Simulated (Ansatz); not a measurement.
**NaCl: the gap against volume**

NaCl, Fm-3m, a = 5.602 Å. Ansatz: PBEsol, PAW, 420 eV, Γ-centred 8×8×8 mesh on 2 atoms, Gaussian smearing 0.02 eV; no spin polarisation. Symmetry fixes shape and atoms, so the cell is only scaled; x = ln(V/V0) with V0 = 21.974 Å³/atom. The gap is read at the mesh points alone.

| x | gap y (eV) |
| --- | --- |
| -0.0619 | 5.255 |
| -0.0305 | 5.128 |
| 0.0000 | 5.011 |
| 0.0296 | 4.902 |
| 0.0583 | ? |

Fit a straight line to the other rows, give the volume deformation potential of the gap and its pressure coefficient, and predict the missing gap. B0 = 25.9 GPa.

Means x = -0.01570, y = 5.0740; Σ(Δx)² = 0.004652, ΣΔxΔy = -0.01794; the slope is their ratio. y = 5.0134 − 3.8568 x. The slope is the deformation potential a = dE_g/d ln V = -3.86 eV, and dE_g/dP = −a/B0 = 149 meV/GPa. At x = 0.0583 the fit asked for gives 4.789 eV. The run gave 4.801 eV, so the fit is 0.012 eV too low, 2.6 % of the span of the series, against an rms of 0.003 eV on the fitted rows. The row lies outside the fitted range. With a term in x² added, a fit to the same known rows predicts 4.802 eV, so most of the miss is curvature that the known rows already hold.

Semilocal functionals give gaps under the measured ones; changes of the gap mostly carry over better.